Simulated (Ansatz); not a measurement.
The start is a generated cell, ZnO placed in the 6H structure type. Cell shape, volume and atoms are optimised at zero target pressure with r2SCAN (plane waves to 500 eV, PAW, scalar-relativistic; Ansatz, a first-principles code). The first steps use a 10×10×2 k-mesh.

The start:
```
CELL_PARAMETERS angstrom
      3.14048     0.00000     0.00000
     -1.57024     2.71974     0.00000
      0.00000     0.00000    15.41023
ATOMIC_POSITIONS crystal
  Zn 0.00000 0.00000 0.00000
  Zn 0.00000 0.00000 0.50000
  Zn 0.66667 0.33333 0.83325
  Zn 0.33333 0.66667 0.33325
  Zn 0.66667 0.33333 0.16650
  Zn 0.33333 0.66667 0.66650
  O  0.00000 0.00000 0.87460
  O  0.00000 0.00000 0.37460
  O  0.66667 0.33333 0.70785
  O  0.33333 0.66667 0.20785
  O  0.66667 0.33333 0.04150
  O  0.33333 0.66667 0.54150
```

```yaml
initial_pressure: "+12.9 GPa (positive: the cell is compressed)"
outcome: The space group stays P6₃mc (No. 186) (the run could not lower it); the end is AFLOW prototype AB_hP12_186_a2b_a2b (B6, as in SiC), with 12 atoms in the primitive cell
energy_released: 0.031 eV/atom
volume_change: +7.6 %, from 10.97 to 11.80 Å³/atom
Shortest distances (start → end): "The closest pairs of elements (up to four, under 3.6 Å), start → end: O–Zn 1.92 → 1.97 Å; O–O 3.14 → 3.21 Å; Zn–Zn 3.14 → 3.21 Å"
band_gap_at_the_end: 1.16 eV, direct at Γ (no spin-orbit coupling)
optimiser_moves: 5
```

No spin polarisation in the result.

The run could not lose the symmetry of its start.

The first start was generated by placing the elements on the sites of a structure type. A measured structure of ZnO has the same space group, P6₃mc (No. 186); the sites were not compared with it.
